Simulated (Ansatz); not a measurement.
GaN (wurtzite)

```
CELL_PARAMETERS angstrom
      3.21838     0.00000     0.00000
     -1.60919     2.78720     0.00000
      0.00000     0.00000     5.24320
ATOMIC_POSITIONS crystal
  Ga 0.66667 0.33333 0.00096
  Ga 0.33333 0.66667 0.50096
  N  0.66667 0.33333 0.62424
  N  0.33333 0.66667 0.12424
```

Two-dimensional scan of atom 2 (Ga, nearest neighbour N at 1.967 Å; its periodic images, 3.2 Å or more away, move with it): u runs along (1.000, 0.000, 0.000), v along (0.000, 0.000, 1.000) (Cartesian). Cell and other atoms are fixed.

Computed with PBE (plane waves to 420 eV, PAW, scalar-relativistic; Ansatz, an electronic-structure program). k mesh 10×10×5 (Γ-centred), Fermi-Dirac smearing 0.05 eV. Points where atoms come too close for the PAW data are left out (x in tables, blank in figures). As the smearing reaches across the gap at some points, energies and forces of such displacements shift with the k mesh and the smearing. Fu and Fv are the components of the force on the atom. GaN was relaxed with its symmetry unable to fall. The last digit holds for this mesh only.

Changes of Fv (eV/Å) from the point u = 0.000 Å, v = 0.000 Å when one coordinate moves alone (two changes are said to add if the coupling is within 5 % of the smaller one, nearly so within 20 %):

| point | change |
|---|---|
| u = 0.000 Å, v = -0.433 Å | 18.825 |
| u = 0.000 Å, v = -0.217 Å | 5.975 |
| u = -0.650 Å, v = 0.000 Å | -7.829 |
| u = -0.433 Å, v = 0.000 Å | -2.956 |
| u = -0.217 Å, v = 0.000 Å | -0.664 |
| u = 0.217 Å, v = 0.000 Å | -0.664 |
| u = 0.433 Å, v = 0.000 Å | -2.956 |
| u = 0.650 Å, v = 0.000 Å | -7.829 |
| u = 0.000 Å, v = 0.217 Å | -2.687 |
| u = 0.000 Å, v = 0.433 Å | -3.345 |
| u = 0.000 Å, v = 0.650 Å | -2.936 |

Do the two effects add at u = 0.433 Å, v = 0.217 Å? Give the computed change.

The sum of the single changes is -2.956 + (-2.687) = -5.643; the calculation gives -5.363, so the coupling contributes 0.280 (under 20 % of the smaller single change, nearly additive).

What is the change at u = 0.650 Å, v = -0.217 Å, where both move, and how far is it from the sum?

The sum of the single changes is -7.829 + (5.975) = -1.854; the calculation gives -1.674, so they add (within 5 % of the smaller single change).

Do the two effects add at u = 0.217 Å, v = 0.217 Å? Give the computed change.

The sum of the single changes is -0.664 + (-2.687) = -3.351; the calculation gives -3.259, so the coupling contributes 0.092 (under 20 % of the smaller single change, nearly additive).

(A displaced cell: forces are minus the slopes of the energy, force constants its curvatures, and phonons follow from these.)
